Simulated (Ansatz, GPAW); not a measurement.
Given: the input of a run of GPAW 26.7.0 (ASE script) on Ag. 

The input run.py:

```python
import numpy as np
from ase import Atoms
from ase.dft.bandgap import bandgap
from ase.io import write
from ase.units import Bohr
from gpaw import GPAW, PW
from gpaw.elf import elf_from_dft_calculation

atoms = Atoms(['Ag', 'Ag', 'Ag', 'Ag', 'Ag'],
              cell=[[2.8893797293, 0, 0],
                    [-1.4446898646, 2.5022762467, 0],
                    [0.0, 0.0, 24.4366746799]],
              scaled_positions=[[0.6666666667, 0.3333333333, 0.3069157362],
                                [0.3333333333, 0.6666666667, 0.4034578681],
                                [0.0, 0.0, 0.5],
                                [0.6666666667, 0.3333333333, 0.5965421319],
                                [0.3333333333, 0.6666666667, 0.6930842638]],
              pbc=True)
atoms.pbc = (True, True, False)

calc = GPAW(mode=PW(450),
            xc='PBE',
            kpts={'size': (11, 11, 1), 'gamma': True},
            occupations={'name': 'fermi-dirac', 'width': 0.05},
            nbands=70,
            convergence={'density': 1e-05, 'energy': 1e-05},
            maxiter=150,
            poissonsolver={'dipolelayer': 'xy'},
            txt='gpaw.txt')
atoms.calc = calc
energy = atoms.get_potential_energy()
forces = atoms.get_forces()
calc.write('gs.gpw')
write('result.traj', atoms)
print(f'Energy: {energy:.6f} eV')
print('Forces (eV/A):')
print(forces.round(4))
print('Fermi level:', round(calc.get_fermi_level(), 4), 'eV')
print(f'Gap: {bandgap(calc)[0]:.4f} eV, direct: {bandgap(calc, direct=True)[0]:.4f} eV')

v = calc.get_electrostatic_potential().mean(axis=(0, 1))
z = np.arange(len(v)) * atoms.cell[2, 2] / len(v)
ef = calc.get_fermi_level()
np.savetxt('planar.dat', np.c_[z, v], fmt='%.4f')
below, above = np.interp([1.5, atoms.cell[2, 2] - 1.5], z, v) - ef
print(f'Work functions: bottom {below:.4f} eV, top {above:.4f} eV')
print('Dipole moment:', *calc.get_dipole_moment().round(5), 'e A')

# fields on the real-space grid
write('density.cube', atoms, data=calc.get_pseudo_density() * Bohr**3)
write('potential.cube', atoms, data=calc.get_electrostatic_potential())
write('elf.cube', atoms, data=elf_from_dft_calculation(calc).data)
```

Potentials or basis: GPAW PAW data sets (gpaw-data 1.2.1), pw.

Run with:

```bash
$ OMP_NUM_THREADS=1 python run.py
```

Question: What does the same run look like in Ansatz 0.2.0? Potentials or basis there: Ansatz PAW, cutoff 420 eV.

Answer: As run (cutoffs and basis follow the program's own potentials, and thresholds, step limits or extra output files can differ):

File input.yaml:

```yaml
crystal:
  lattice:
    - [2.8893797293, 0.0, 0.0]
    - [-1.4446898646, 2.5022762467, 0.0]
    - [0.0, 0.0, 24.4366746799]
  atoms:
    - { symbol: Ag, position: [0.6666666667, 0.3333333333, 0.3069157362] }
    - { symbol: Ag, position: [0.3333333333, 0.6666666667, 0.4034578681] }
    - { symbol: Ag, position: [0.0, 0.0, 0.5] }
    - { symbol: Ag, position: [0.6666666667, 0.3333333333, 0.5965421319] }
    - { symbol: Ag, position: [0.3333333333, 0.6666666667, 0.6930842638] }
hamiltonian:
  xc: pbe
  pseudopotentials: { kind: paw }
kpoints:
  mp_grid: { grid: [11, 11, 1] }
scf:
  occupations: { method: fermi_dirac, width: 0.05 }
output:
  forces: true
  eigenvalues: true
efield:
  axis: 3
  dipole_correction: true
  ramp_width: 0.04
```

Potentials or basis: Ansatz PAW.

Command:

```sh
$ ansatz run input.yaml --threads 4 --pin off --max-ram 11264MiB --backend cpu --events-out ev --progress --plain --runs-dir out
```

Both were run:

|  | GPAW | Ansatz |
| --- | --- | --- |
| Largest force | 0.164 eV/Å | 0.166 eV/Å |
| Dipole across the slab | 0.00 e·Å | 0.000 e·Å |
| Work function of the upper face | 4.35 eV | 4.34 eV |
| Work function of the lower face | 4.35 eV | 4.34 eV |

The potentials hold 85 and 95 valence electrons a cell.

Where Ansatz's input types no cutoff or centring, it takes its own default and a Γ-centred mesh.
